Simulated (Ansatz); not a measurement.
ZnCu:
```yaml
crystal:
  lattice:
    - [2.86945, 0.00000, 0.00000]
    - [0.00000, 2.86945, 0.00000]
    - [0.00000, 0.00000, 2.86945]
  atoms:
    - { symbol: Zn, position: [0.50000, 0.50000, 0.50000] }
    - { symbol: Cu, position: [0.00000, 0.00000, 0.00000] }
```

Relaxed with LDA. Special points in fractions of this cell's reciprocal vectors: Γ (0.000, 0.000, 0.000); X (0.000, 0.500, 0.000); M (0.500, 0.500, 0.000); R (0.500, 0.500, 0.500).

**Question.** List the band energies nearest the Fermi level at these points for the program Ansatz at the LDA level (PAW).

**Answer.** In eV from the Fermi level; about four levels below and three above (degenerate sets whole), none deeper than 8.9 eV; points with the same levels are listed once.

```
k                          below                    above
-  -----------------------------  -----------------------
Γ  -3.85 -3.85 -2.91 -2.91 -2.91           6.37 6.37 6.37
X        -3.56 -3.56 -3.01 -2.11  12.27 12.27 12.84 12.84
M  -3.06 -3.06 -2.65 -2.17 -2.17          2.05 2.33 14.58
R  -4.71 -4.71 -4.71 -2.62 -2.62      4.21 4.50 4.50 4.50
```

Space group Pm-3m (CsCl type). The LDA relaxation kept the symmetry of its start; of distortions, only those at the zone centre were tested. The run is not spin-polarised.

Potentials: the later of the program's two PAW sets.
